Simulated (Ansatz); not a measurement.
The relaxed structure here is a generated cell of Ir: the first start was made by a random draw of sites in a space group, and the end was not matched to a known phase here, so it may be hypothetical. Known forms of Ir include space group No. 225.

A relaxed cell of Ir (P-6m2 (No. 187)), relaxed on a k-mesh at least as fine as the one used below. Level of theory: PBE (plane waves to 420 eV, PAW, scalar-relativistic; Ansatz, a first-principles code). Γ-centred k-mesh 5×10×6 on the run's cell (coarser than for final values), Fermi–Dirac smearing 0.05 eV.

```
CELL_PARAMETERS angstrom
      7.15876     0.00000     0.00000
     -1.78969     3.09984     0.00000
      0.00000     0.00000     5.23845
ATOMIC_POSITIONS crystal
  Ir 0.33333 0.33333 0.00000
  Ir 0.83333 0.33333 0.00000
  Ir 0.16667 0.66667 0.27277
  Ir 0.66667 0.66667 0.27277
  Ir 0.16667 0.66667 0.72723
  Ir 0.66667 0.66667 0.72723
```

The atoms are displaced by (Å):

```tsv
atom	ux	uy	uz
Ir1	-0.069	0.051	-0.042
Ir2	0.118	-0.032	-0.041
Ir3	0.024	-0.079	0.026
Ir4	0.169	0.022	-0.003
Ir5	-0.159	-0.028	0.003
Ir6	-0.020	-0.039	0.138
```

Question: What forces (eV/Å) and pressure result?

Answer: 
```csv
atom,Fx,Fy,Fz
Ir1,0.81,-1.18,1.05
Ir2,-2.77,-0.64,1.88
Ir3,0.01,1.23,-0.01
Ir4,-0.60,-0.56,1.42
Ir5,2.07,1.71,-1.46
Ir6,0.48,-0.55,-2.88
```

Pressure +4.4 GPa.

Question: Estimate the energy cost of the displacement in the harmonic approximation and compare with the calculation.

Answer: For a harmonic well ΔE = −½ Σ F·u = 0.761 eV a cell, or 127 meV/atom. The calculated energy relative to the undisplaced cell is +0.13 eV/atom, so the harmonic estimate holds well.

The undisplaced cell is probably no minimum: from this displacement the run went on to Pmc2₁ (No. 26), 0.39 eV/atom below it.

No spin polarisation in the result.
